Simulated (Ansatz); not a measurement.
A distorted cell of Pt (fcc, Cu type):

```
CELL_PARAMETERS angstrom
      3.97027     0.00000     0.00000
      0.00000     3.97027     0.00000
      0.00000     0.00000     3.97027
ATOMIC_POSITIONS crystal
  Pt 0.00000 0.00000 0.00000
  Pt 0.50000 0.50000 0.00000
  Pt 0.50000 0.00000 0.48590
  Pt 0.00000 0.50000 0.50000
```

These are PBE (plane waves to 420 eV, PAW, scalar-relativistic; Ansatz, an electronic-structure program) values and carry that method's errors. k mesh 10×10×10 (Γ-centred), Fermi-Dirac smearing 0.05 eV. E stands for the smeared free energy. Compression counts positive. With partly filled bands, energies and forces of such displacements shift with the k mesh and the smearing. Pt is run without spin polarisation. Pt was relaxed with its symmetry unable to fall. Spin-orbit coupling is left out, though Pt is heavy.

Predict the force on every atom, in eV/Å.


| atom | Fx | Fy | Fz |
|---|---|---|---|
| Pt1 | 0.000 | 0.000 | -0.329 |
| Pt2 | 0.000 | 0.000 | -0.329 |
| Pt3 | 0.000 | 0.000 | 0.630 |
| Pt4 | 0.000 | 0.000 | 0.027 |

In it atom 3 sits (0.000, 0.000, -0.056) Å away from its relaxed site. What is its energy relative to the relaxed cell?

18 meV/cell.

(For displaced atoms, the force is minus the slope of the energy, and its curvature is a force constant, which sets phonon frequencies.)
